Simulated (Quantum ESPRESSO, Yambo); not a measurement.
MgH$_{2}$ (space group Pca2_1, No. 29): one geometry, one set of norm-conserving PBEsol (Quantum ESPRESSO, 84 Ry, no spin-orbit coupling) orbitals, self-energies from Yambo (2×2×2 Γ-centred k mesh, bands 17 to 159 and a 7 Ry block in the screening, 159 bands in G with the Bruneval-Gonze terminator, plasmon pole fitted at 27.2 eV).

```csv
level,"gap Γ → (0, -0.5, 0) (eV)","direct gap at (0, -0.5, 0) (eV)"
PBEsol (Quantum ESPRESSO),2.08,2.10
exchange only (Hartree-Fock self-energy on PBEsol orbitals),9.50,9.58
static COHSEX@PBEsol,…,…
"G0W0@PBEsol, plasmon pole",3.76,3.80
"G0W0@PBEsol, multipole fit to 8 frequencies, no terminator",…,…
"G0W0@PBEsol, plasmon pole, no terminator",3.73,3.77
```

**Question.** Some entries are withheld; supply them.

**Answer.** 
- static COHSEX@PBEsol, gap Γ → (0, -0.5, 0) (eV): 4.57
- static COHSEX@PBEsol, direct gap at (0, -0.5, 0) (eV): 4.62
- G0W0@PBEsol, multipole fit to 8 frequencies, no terminator, gap Γ → (0, -0.5, 0) (eV): 3.74
- G0W0@PBEsol, multipole fit to 8 frequencies, no terminator, direct gap at (0, -0.5, 0) (eV): 3.78

Bare exchange has no screening and gives the widest gap; static COHSEX screens it but leaves out the frequency dependence, which G0W0 restores.

Nearest settings tried, and what they do to the gap: 105 bands in W, 105 bands in G: -24 meV; 6 Ry block (183 vectors against 251): -61 meV. Not varied: mesh. So the settings aren't converged at that level. The k mesh is coarse.

Geometry of the Materials Project entry, not relaxed at this level; primitive cell a = 4.864 Å, b = 4.646 Å, c = 4.739 Å, α = 90.00°, β = 90.00°, γ = 90.00°.

The structure is a Materials Project entry; no match was found in the copy of COD used, and its stability was not checked.
